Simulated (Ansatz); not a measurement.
Calculation log, ZnAg3 (I4/mmm) (phonons)

Method: PBEsol, all-electron LAPW in Ansatz 0.2.0, scalar-relativistic.

Cell and atoms were relaxed beforehand by PAW with this functional.

The structure is one entry of a database and needn't be the stable phase.

Launched as:

```sh
ansatz run input.yaml --threads 2 --pin off --max-ram 6144MiB --backend cpu --events-out ev --progress --plain --runs-dir out
```

Input file:

```yaml
crystal:
  lattice:
    - [-2.00711156799, 2.00711156799, 3.96787168977]
    - [2.00711156799, -2.00711156799, 3.96787168977]
    - [2.00711156799, 2.00711156799, -3.96787168977]
  atoms:
    - { symbol: Zn, position: [0.0, 0.0, 0.0] }
    - { symbol: Ag, position: [0.75, 0.25, 0.5] }
    - { symbol: Ag, position: [0.25, 0.75, 0.5] }
    - { symbol: Ag, position: [0.5, 0.5, 0.0] }
kpoints:
  mp_grid: { grid: [10, 10, 10] }
scf:
  occupations: { method: fermi_dirac, width: 0.05 }
hamiltonian:
  xc: pbesol
  pseudopotentials: { kind: all_electron, lapw: { basis_error: 0.001 } }
phonons:
  supercell: [1, 1, 1]
```

The program printed:

```
Warning: RAYON_NUM_THREADS=2 ignored (pool sized by the plan → 2); use --threads N
LAPW: plane waves up to 8.448 Å⁻¹, error target 1.0e-3 eV per atom; small_component_spin mean_spin; Zn in spheres of 1.369 Å, 20 of its electrons in bands, Dirac shells []; Ag in spheres of 1.369 Å, 29 of its electrons in bands, ...
Engine: ansatz 0.2.0, aarch64-unknown-linux-gnu
Pseudopotentials: kind: all_electron
Pseudopotential: Zn, LAPW, valence charge 20, lapw/all_electron/scalar/gaussian/Zn, Koelling and Harmon's equation, gaussian nucleus
Pseudopotential: Ag, LAPW, valence charge 29, lapw/all_electron/scalar/gaussian/Ag, Koelling and Harmon's equation, gaussian nucleus
Functional definition: PBEsol
  exchange = pbesol_x
  correlation = pbesol_c
Crystal: 4 atoms, lattice volume = 63.938 Å³
Basis set: ecut = 271.9038338404289 eV, 631 PW (Γ), FFT grids on a1+a3, a2+a3, a3, exchange–correlation at level 2
Bands: 65, of which v1, the nominal top of the filled ones, is band 54 counted from 1 (53 counted from 0)
Symmetry: 16 space group operations
k-points: 102 of 1000
Non-local potential: Zn, projectors of the file, none
Non-local potential: Ag, projectors of the file, none
Initial density: superposition of atomic densities (chi_scale 0.1, normalization cell, long waves kept (reshape's long-wave potential 0.00 eV rms))
Initial wavefunctions: plane waves of lowest kinetic energy (no species holds an atomic orbital)
Functional: x = pbesol(κ = 0.804, μ = 0.12345679012345678), c = pbesol(β = 0.046)
iter 1 solved again at ethr=2.96e-4 eV; its pass at ethr=1.00e-1 eV (dr2=3.17e-1 eV) is discarded
SCF iter   1: F=—  HF=-482600.184631 eV  |F-HF|=—  |Δ(HF+E_count)|=         —  Δρ=2.75e-2  dr2=3.18e-1  ethr=2.96e-4  ⟨swp⟩=2.6  Hψ=42356  notcnv=0
preconditioner: auto → Kerker (q_TF=auto, 2.973 Å⁻¹)  [metal: Δε(μ)=0.079 eV  Ē_g=13.075 eV  σ=0.050 eV  W_gap=0.36  n_scr=30 (ndim 8)  ℏωp=31.2 eV  f_vac=0.000  D(μ)=1.17/eV (n_scr^D=10)]
[... 89 lines left out ...]
SCF iter   4: F=—  HF=-482599.094684 eV  |F-HF|=—  |Δ(HF+E_count)|=   4.76e-6  Δρ=1.44e-5  dr2=1.20e-7  ethr=1.11e-10  ⟨swp⟩=2.2  Hψ=89371  notcnv=0
SCF iter   5: F=—  HF=-482599.094684 eV  |F-HF|=—  |Δ(HF+E_count)|=   2.12e-7  Δρ=6.36e-6  dr2=3.64e-8  ethr=1.11e-10  ⟨swp⟩=2.8  Hψ=52667  notcnv=0
SCF iter   6: F=—  HF=-482599.094684 eV  |F-HF|=—  |Δ(HF+E_count)|=   1.30e-7  Δρ=5.00e-6  dr2=1.81e-8  ethr=3.40e-11  ⟨swp⟩=2.6  Hψ=52401  notcnv=0
SCF iter   7: F=—  HF=-482599.094684 eV  |F-HF|=—  |Δ(HF+E_count)|=   1.11e-9  Δρ=1.97e-6  dr2=3.82e-9  ethr=1.69e-11  ⟨swp⟩=2.0  Hψ=52142  notcnv=0
SCF iter   8: F=—  HF=-482599.094684 eV  |F-HF|=—  |Δ(HF+E_count)|=  8.15e-10  Δρ=6.90e-7  dr2=5.11e-10  ethr=1.41e-11 (applied; sched 3.57e-12)  ⟨swp⟩=2.0  Hψ=52142  notcnv=0
SCF iter   9: F=-482599.094684 eV  HF=-482599.094684 eV  |F-HF|=2.33e-10  |Δ(HF+E_count)|=   2.04e-9  Δρ=4.36e-7  dr2=1.31e-10  ethr=1.41e-11 (applied; sched 1.00e-12)  ⟨swp⟩=2.0  Hψ=52142  notcnv=0
SCF 7 converged in 9 iterations: F = -482599.094684 eV  dr2 = 1.31e-10
SCF converged after 13 iterations
Free energy (F): -482599.094964 eV
Harris-Foulkes:  -482599.094964 eV  (|F-HF|=2.33e-10)
Internal energy: -482599.086081 eV  (E = F + TS)
E sigma→0 (E₀):  -482599.090523 eV
Entropy (-TS):   -0.008883 eV (-2.221 meV/atom)
Fermi energy:    18.486949 eV
--- Per-component energies (eV) ---
  E_band       = -11218.633560
  E_kinetic    = 503221.927579
  E_xc         = -13903.752942
  E_electrostatic = -971917.260719  (all electrons and nuclei)
  E_smearing   = -0.008883  (= −TS)
  E_closure    = 0.000000  (closes the sum)
  Σ components = -482599.094964   (vs F -482599.094964, Δ=0.00e0)
  Basis errors (estimates in eV, not in F): energy 2.0e-4 per atom: plane waves 1.9e-4 (9.8e-5 summed), levels above the bands 1.2e-114, relativity 1.8e-8, radial functions 1.2e-5, core shells 2.3e-8; eigenvalues (radial ...
--- Forces (eV/Å), atoms counted from 1 ---
  atom   1  Zn     0.00000000     0.00000000     0.00000000
  atom   2  Ag    -0.00000000     0.00000000    -0.00000000
  atom   3  Ag     0.00000000     0.00000000     0.00000000
  atom   4  Ag    -0.00000000     0.00000000    -0.00000000
  max |Σ_I F_I| component: 3.04e-29 eV/Å
--- Phonons: 6 displaced members + reference (amplitude 0.01 Å, Σ member SCF iterations 53) ---
  symmetry images taken by strict's conditions (phonons.symmetry_images: auto; settled by no image being taken that strict refuses)
  ASR residual: 4.892e-4 → 0.000e0 eV/Å²; symmetrization residual: 1.992e-4 eV/Å²
  largest component of a force at the reference: 6.9e-18 eV/Å
  ASR residual per site (eV/Å²): 4.89e-4 1.20e-4 1.20e-4 4.32e-4
  Γ frequencies (cm⁻¹): 0.00 0.00 0.00 101.45 118.67 118.67 119.40 131.47 131.47 154.82 154.82 180.09
  density of states and harmonic sums: on the 17×17×22 q-mesh, interpolated from the force constants of a 1×1×1 supercell (no non-analytic term)
  largest difference from the sums on the solved wave vectors: F 5.96e-1 eV, S 8.54e-4 and C_V 2.58e-4 eV/K
```

Self-consistency was reached.

### Zone-centre phonons

Harmonic phonons of a crystal by Kohn-Sham DFT at the given cell, standard atomic masses, acoustic sum rule imposed; negative wavenumbers are unstable modes; optical zone-centre levels upwards with Mulliken labels, activity, and the element with most of the kinetic energy.

| Quantity | Value |
| --- | --- |
| Point group | 4/mmm |

```csv
number,phonon wavenumber (cm⁻¹),label,infrared,raman,lead element
1,101.4,B1g,no,yes,Ag
2,118.7,Eu,yes,no,Zn
3,119.4,A2u,yes,no,Zn
4,131.5,Eu,yes,no,Ag
5,154.8,Eg,no,yes,Ag
6,180.1,A2u,yes,no,Ag
```

Caveats: responses of metals move with mesh and smearing; zone-boundary modes aren't tested; activity by symmetry alone, a metal screens infrared modes.

It took 27 min on 2 threads of Arm Neoverse V1, on a shared host, peak memory 2.6 GiB.
